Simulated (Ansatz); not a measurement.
This log comes from Ansatz, run on an ordered 4-atom cell of Sn2TeSe on the rocksalt lattice (R-3m). The cell was relaxed beforehand with r2SCAN.

The cell given to it:
```
Se Te Sn
1.0
     2.19119    1.26508    7.12420
    -2.19119    1.26508    7.12420
     0.00000   -2.53016    7.12420
Se Te Sn
1 1 2
Direct
  0.00000 0.00000 0.00000
  0.50000 0.50000 0.50000
  0.25553 0.25553 0.25553
  0.74447 0.74447 0.74447
```

The log, with set-up remarks and timings taken out:
```
scf.n_extra_bands = 5 over 30 filled bands (N_el = 60.0): the run solves 35 bands
Pseudopotential: Se, paw, valence charge 16, recommended cutoff 420 eV (normal)
Pseudopotential: Te, paw, valence charge 16, recommended cutoff 420 eV (normal)
Pseudopotential: Sn, paw, valence charge 14, recommended cutoff 420 eV (normal)
Functional definition: PBE
Crystal: 4 atoms, lattice volume = 118.491 Å³
Basis set: ecut = 420 eV, 2345 PW (Γ), FFT grids on a1−a3, a2−a3, a3
Bands: 35, of which v1, the nominal top of the filled ones, is band 30 counted from 1 (29 counted from 0)
Symmetry: 12 space group operations
Space group: R-3m (ITA 166)
k-points: 65 of 512
preconditioner: auto → Resta (q_TF=auto, 2.436 Å⁻¹)  ε∞=4.7  [σ=0.020 eV  ℏωp=15.3 eV]
SCF 1 converged in 7 iterations: F = -24498.874291 eV  dr2 = 3.96e-9
NSCF: frozen V_eff on 73 k-points
Free energy (F): -24498.874291 eV
Internal energy: -24498.874282 eV  (E = F + TS)
E sigma→0 (E₀):  -24498.874287 eV
Entropy (-TS):   -0.000009 eV (-0.002 meV/atom)
Fermi energy:    9.375980 eV
--- Per-component energies (eV) ---
  E_band       = -838.394564
  E_kinetic    = 668.602321
  E_local      = -5548.361821
  E_nonlocal   = -971.530058
  E_hartree    = 3134.517028
  E_xc         = -995.063285
  E_vxc        = -395.428629
  E_paw        = -14839.544507
  E_vpaw       = -860.708570
  E_ewald      = -5947.493210
  E_smearing   = -0.000009
--- Forces (eV/Å), atoms counted from 1 ---
  atom   1  Se      0.00000      0.00000      0.00000
  atom   2  Te      0.00000      0.00000      0.00000
  atom   3  Sn      0.00000      0.00000      0.01053
  atom   4  Sn      0.00000      0.00000    -0.01053
--- Stress (GPa, compression-positive) ---
        0.943045       0.000000       0.000000
        0.000000       0.943045       0.000000
        0.000000       0.000000       0.989879
  P = ⅓ Tr σ = 0.9587 GPa (9.587 kbar)
--- Band table (eV; the first three rows and the last of 65) ---
  k-point 0: bands = […, 6.7881, 6.7881, 7.1140, 7.6899, 7.6899, 9.2790, 9.4941, 9.9962, 9.9962, 13.0017, …]
  k-point 1: bands = […, 6.2980, 6.6301, 7.0135, 7.4391, 7.7008, 8.3756, 10.1341, 10.4174, 11.6766, 11.8025, …]
  k-point 2: bands = […, 4.9482, 6.2986, 6.7635, 7.0080, 7.5259, 8.4117, 10.2318, 11.2204, 11.3042, 12.4453, …]
  k-point 64: bands = […, 6.7800, 6.7800, 7.5928, 7.5928, 7.9872, 8.3801, 11.1020, 11.1020, 11.1181, 11.1803, …]
```

Problem. What input produced it? Give the YAML, leaving the band path aside.

Solution.
```yaml
crystal:
  # lattice and atoms as above
kpoints:
  mp_grid: { grid: [8, 8, 8] }
hamiltonian:
  xc: pbe
scf:
  occupations: { method: fermi_dirac, width: 0.02 }
  n_extra_bands: 5
output:
  forces: true
  stress: true
  eigenvalues: true
```
A single point prints forces and stress when the output block asks for them. Not every key shows in the log; this is the file that was used.

PBE gives a direct gap of 0.05 eV at S₂–F (0.90 of the way from S₂). (This is within a few times the smearing of 0.02 eV, so the filling near the edges can be smeared.)

These are computed values for a spin-unpolarised cell that may be hypothetical; none is a measurement.

No spin-orbit coupling is included; it can move band edges with weight on the heavy atoms by tenths of an eV.

Gaps or overlaps of about a tenth of an eV are at the limit of these meshes: between the points read a gap can be smaller or closed.
